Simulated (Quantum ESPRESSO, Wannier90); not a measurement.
**Wannier functions of TaN (P-6m2)**

```yaml
crystal:
  lattice:
    - [2.93994, 0.00000, 0.00000]
    - [-1.46997, 2.54606, 0.00000]
    - [0.00000, 0.00000, 2.89018]
  atoms:
    - { symbol: Ta, position: [0.00000, 0.00000, 0.50000] }
    - { symbol: N, position: [0.66667, 0.33333, 0.00000] }
```

Cell from Materials Project (mp-1459), symmetrised, no further relaxation. COD (Crystallography Open Database) has the formula in 5 space groups, this one among them (matched by group alone). Level: PBEsol, no spin polarisation, no spin-orbit coupling; pw.x of Quantum ESPRESSO at 68 Ry with PseudoDojo potentials, 12×12×10 k-points, Wannier90. Density: 12×12×10 mesh, cold smearing 0.01 Ry. Spin-orbit coupling is left out although heavy elements are present.

Base run: 8 functions from bands 6-22 of the 22 computed, start hydrogen-like Ta: d; N: p, centres 0.05 Å off the atoms, frozen window up to 1.50 eV relative to the Fermi level, outer window open. One setting was then changed (edges relative to the Fermi level; misfit to pw.x on a path, for states up to 1.0 eV relative to the Fermi level).

| run | Ω_I (Å²) | rms misfit (meV) | worst (meV) |
|---|---|---|---|
| base | 9.42 | 1.8 | 16 |
| changed | 9.96 | 1.0 | 10 |

### Question
Which change was made?
A. only the lowest 12 of the kept bands
B. only the lowest 10 of the kept bands
C. outer window to 12.44 eV
D. no frozen window

### Answer
A, only the lowest 12 of the kept bands. The others give:

| run | Ω_I (Å²) | rms misfit (meV) | worst (meV) |
|---|---|---|---|
| no frozen window | 6.81 | 2788 | 5634 |
| outer window to 12.44 eV | 10.52 | 0.3 | 1.3 |
| only the lowest 10 of the kept bands | 10.37 | 0.4 | 2.4 |
